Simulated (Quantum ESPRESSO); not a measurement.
## Hf2In2Ti2ZrRh (a curve over strain)

A calculation, not a measurement. The program is pw.x of Quantum ESPRESSO 7.5 (plane-wave density functional theory). The cell is made up: eight metal atoms on a hexagonal close-packed lattice, with elements, volume, strain and displacements drawn at random and not relaxed, so it may be unstable or far from any real phase. PseudoDojo standard norm-conserving files set the functional (PBE unless stated); there is no spin polarisation or spin-orbit coupling, the Fermi-Dirac width of 0.25 eV means electrons at about 2900 K, and the masses in the input are unused placeholders. Heavy elements are run without spin-orbit coupling, which real alloys of them have. A spin test at this wide smearing found no moment, but such smearing suppresses magnetism that the real alloy may have.

Seven runs add a strain to one cell (uniform); the atoms follow the cell and are not relaxed. Stress in the table is positive in tension.

Input of the run at -0.0001:

```
&control calculation='scf', pseudo_dir='./dojo.nc.sr.pbe.v0_5.standard.upf', outdir='./o', disk_io='minimal', tprnfor=.true., tstress=.true. /
&system ibrav=0, nat=8, ntyp=5, nbnd=68, ecutwfc=87.97787729, nosym=.true., tot_charge=0,
 occupations='smearing', smearing='fd', degauss=0.0183746611
/
&electrons conv_thr=1.470e-08, electron_maxstep=70, mixing_beta=0.5 /
ATOMIC_SPECIES
Hf 1.0 Hf.upf
In 1.0 In.upf
Rh 1.0 Rh.upf
Ti 1.0 Ti.upf
Zr 1.0 Zr.upf
CELL_PARAMETERS angstrom
4.7159 -2.683 0.0798
-3.2037 0.0497 -5.2764
3.1248 5.3328 -0.0044
ATOMIC_POSITIONS angstrom
Hf -0.0103 -0.0291 -0.0344
Hf 1.6297 2.6107 0.0603
In 0.0001 1.8423 -2.6451
Ti 1.5479 4.5247 -2.5868
Zr 3.1153 0.0109 0.0416
Rh 4.7536 2.7261 0.0162
Ti 1.6003 -0.8758 -2.6104
In 3.1291 1.8062 -2.594
K_POINTS automatic
5 5 4 1 1 1
```

```
added strain  free energy less that of the input shown (eV)  stress xx (GPa)  stress yy (GPa)  stress zz (GPa)  stress xy (GPa)  pressure (GPa)  iterations
     -0.0176                                        -0.3286             3.01             2.41             5.41             1.02           -3.61          16
     -0.0109                                        -0.2324             4.80             4.23             7.05             1.00           -5.36          16
     -0.0022                                        -0.0523             6.87             6.33             8.93             0.98           -7.38          16
     -0.0001                                         0.0000             7.33             6.81             9.35             0.97           -7.83          18
     +0.0035                                         0.0973             8.09             7.58            10.04             0.96           -8.57          18
     +0.0065                                         0.1855             8.69             8.19            10.58             0.95           -9.15          18
     +0.0212                                         0.7042            11.25            10.81            12.85             0.89          -11.63          15
```

A cubic fit gives a slope of stress xx against the added strain of 216 GPa at zero added strain, with the atoms clamped. Across the table the energy follows the integral of volume times stress to 2.1 meV. A rerun of one of the cells at a higher cutoff and on a denser mesh moved values by no more than 0.002 eV in energy, 0.02 GPa in stress and 0.003 eV/Å in force, and a second program with other atomic files agreed on that cell to 2 % rms in force and 0.5 GPa in pressure.